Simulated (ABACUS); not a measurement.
A self-consistent single point of Ta₂O₅ (P2/m, 7 atoms in the cell; from Materials Project mp-1238961, changed as shown).

```
Ta2O5
1.0
    3.84141     0.00000     0.00000
    0.00000     3.86272     0.00000
   -1.85532     0.00000     6.65954
Ta O
2 5
Direct
  0.64953   0.00000   0.79131
  0.35047   0.00000   0.20869
  0.66212   0.50000   0.79833
  0.33788   0.50000   0.20167
  0.18976   0.00000   0.87062
  0.81024   0.00000   0.12938
  0.50000   0.00000   0.50000
```

Computed with PBEsol, PseudoDojo 0.4 standard norm-conserving PBEsol (tails mended) pseudopotentials (plane waves; ABACUS).

ABACUS settings:

- KPT: Gamma 4 4 2 0 0 0
- basis_type: pw
- dft_functional: PBESOL
- ecutwfc: 84 Ry
- smearing_method: gaussian
- smearing_sigma: 0.00367493 Ry
- potentials: PseudoDojo 0.4 standard norm-conserving PBEsol (tails mended)
- symmetry: 1
- ks_solver: dav_subspace
- scf_nmax: 100
- scf_thr: 1.0e-09 Ry
- mixing_type: pulay

Results:

```
Item                                                      Value
------------------------------------------------  -------------
Number of valence electrons                                  56
Number of bands                                              38
Number of k-points after the program's reduction             18
Number of plane waves (most at a k-point)                  8702
Number of SCF iterations                                     12
FFT grid                                           45 × 45 × 80
Free energy E − TS                                -5793.9297 eV
Top of the valence band (on the code's own zero)        6.63 eV
Gap on the k-point mesh                                 2.18 eV
Pressure                                              -6.55 GPa
Largest force (vector length)                        0.669 eV/Å
```

Forces (eV/Å):
```tsv
atom	Fx	Fy	Fz
Ta1	-0.109	0.000	-0.660
Ta2	0.109	0.000	0.660
O3	-0.007	0.000	0.056
O4	0.007	0.000	-0.056
O5	-0.011	0.000	0.194
O6	0.011	0.000	-0.194
O7	0.000	0.000	0.000
```

Stress (GPa, positive for compression):
```
 -4.42    0.00    0.20
  0.00   -3.48    0.00
  0.20    0.00  -11.75
```

The gap is read on the k-point mesh of the run and can differ from the gap over the whole zone at this level.

For comparison: a first run was changed to give this one (lattice vector c scaled by 1.02), and from it to this one the free energy rises by 12.8 meV/atom, the pressure goes from -2.68 to -6.55 GPa, the largest force goes from 0.067 to 0.669 eV/Å and the gap on the mesh hardly changes (2.176 to 2.180 eV).

Spin-orbit coupling is left out, which matters for bands and gaps with elements this heavy. The structure comes from a collection of computed structures, made at another level of theory; the collection holds predicted forms beside known ones.

Cost on one core: around 2.1 core-minutes (rough).

“Tails mended”: in these copies of the files the far tail of each local potential was reset to the Coulomb form.
